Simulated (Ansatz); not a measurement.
Carriers in MgS (Fm-3m)

```yaml
crystal:
  lattice:
    - [0.00000, 2.59096, 2.59096]
    - [2.59096, 0.00000, 2.59096]
    - [2.59096, 2.59096, 0.00000]
  atoms:
    - { symbol: Mg, position: [0.00000, 0.00000, 0.00000] }
    - { symbol: S, position: [0.50000, 0.50000, 0.50000] }
```

Conventional cell: a = 5.182 Å, b = 5.182 Å, c = 5.182 Å, α = 90.00°, β = 90.00°, γ = 90.00°. Mg (atom 1) has 6 S at 2.59 Å as nearest neighbours. S (atom 2) is surrounded by 6 Mg at 2.59 Å.

Unless marked otherwise, the numbers come from PBEsol, all-electron LAPW in Ansatz 0.2.0, scalar-relativistic. k mesh 8×8×8, fixed occupations, basis error target 1 meV/atom. The cell was relaxed by PAW under this functional.

Extrema are searched on a 14×14×14 mesh and refined by Newton steps; masses come from band slopes 0.005 Å⁻¹ away, 1/m* = (1/ħ²) d²E/dk², negative for holes (the finite step makes the lightest masses up to about 3 % heavy). k is in units of the reciprocal vectors.

Problem. Where are the band edges, and is the gap direct?

Solution. The valence maximum lies at Gamma (0.000, 0.000, 0.000) and the conduction minimum at X (0.000, -0.500, -0.500), so the Kohn-Sham gap of 2.729 eV is indirect; the least direct gap on the mesh is 3.691 eV.

Problem. What are the electron masses at the edge?

Solution. The principal masses are 0.289, 0.289, 0.528 mₑ. One valley has a density-of-states mass (m₁m₂m₃)^(1/3) = 0.353; 3 valleys give N^(2/3) times that, 0.735; the direction-averaged conductivity mass 3/Σ(1/mᵢ) is 0.341 mₑ.

Problem. Several bands lie at or near the hole edge, or its surface isn't an ellipsoid. What are the masses by direction?

Solution. 

```csv
direction,branch from the edge,its level at the point (eV from the edge),m*/mₑ
100,1,0.000,-0.918
100,2,0.000,-0.918
100,3,0.000,-0.245
110,1,0.000,-8.93
110,2,0.000,-0.918
110,3,0.000,-0.198
111,1,0.000,-2.28
111,2,0.000,-2.28
111,3,0.000,-0.186
11-2,1,0.000,-2.55
11-2,2,0.000,-1.31
11-2,3,0.000,-0.196
```

Problem. Along the Cartesian direction 001 the conduction slope is 0.1318 eV·Å one step out. What is it four steps out, and what does that say?

Solution. 0.5264 eV·Å, 3.994 times the first; a parabola would give 4, so the band is nearly parabolic here.

Problem. What electronic dielectric constant and refractive index follow from the same bands (independent particles)?

Solution. ε∞ = (6.06, 6.06, 6.06), so n ≈ √ε∞ = 2.46 (mean over directions) well under the gap and the normal reflectivity is ((n − 1)/(n + 1))² = 0.178. Local fields, left out here, lower ε∞ by several per cent.

Problem. What gap does PAW give in the same cell?

Solution. 2.727 eV, -2 meV from the LAPW value.

Problem. Cells strained by ±0.5 % (all lengths, zz alone, equal engineering shears γ in yz, zx, xy; ions relaxed) give deformation potentials. How do the edge levels move, in eV per unit strain against the centre of the top valence set?

Solution. 

| point | k | side | bands | level (eV) | d/dlnV | d/dε_zz | d/dγ | split/ε_zz | split/γ |
| --- | --- | --- | --- | --- | --- | --- | --- | --- | --- |
| Gamma | 0.00 0.00 0.00 | valence | 3 | 0.000 | 0.00 | 0.00 | 0.00* | 4.38 | 13.87 |
| Gamma | 0.00 0.00 0.00 | conduction | 1 | 3.691 | -7.89 | -7.89 | -0.01* | – | – |
| X | 0.00 -0.50 -0.50 | valence | 2 | -1.731 | 2.28 | 0.76 | 0.00* | 8.68 | 12.92 |
| X | 0.00 -0.50 -0.50 | conduction | 1 | 2.729 | -1.99 | -3.77 | 0.00* | – | – |
| X | -0.50 -0.50 0.00 | valence | 2 | -1.731 | 2.28 | 5.31 | 0.00* | 0.00 | 12.92 |
| X | -0.50 -0.50 0.00 | conduction | 1 | 2.729 | -1.99 | 1.57 | 0.00* | – | – |
| L | -0.50 0.00 0.00 | valence | 2 | -0.613 | 1.18 | 1.18 | -2.33 | 2.95 | 7.81 |
| L | -0.50 0.00 0.00 | conduction | 1 | 4.410 | -1.39 | -1.39 | -3.51 | – | – |
| L | -0.50 -0.50 -0.50 | valence | 2 | -0.613 | 1.18 | 1.18 | 7.00 | 2.95 | 0.00 |
| L | -0.50 -0.50 -0.50 | conduction | 1 | 4.410 | -1.39 | -1.39 | 10.52 | – | – |

For the triplet at Γ the single level moves against the pair by 3bε_zz and by 3√3 d (γ/2), so b = 1.46 eV and d = -5.34 eV.

Sets with another level within 0.15 eV are left out, since it mixes in under strain; the reference set stays in any case. Entries marked * vanish by symmetry to first order; what they show is the residue of the finite step. These cells use a basis error target of 0.5 meV/atom.

Limits of these numbers: semilocal gaps are low, and what follows the gap (onsets, screening, light masses) shifts with it; without spin-orbit coupling, bands that meet at the valence top are not the light and heavy holes of experiment; the frozen-core PAW files of the compared runs were fitted under PBE, their cores solved anew for this functional.
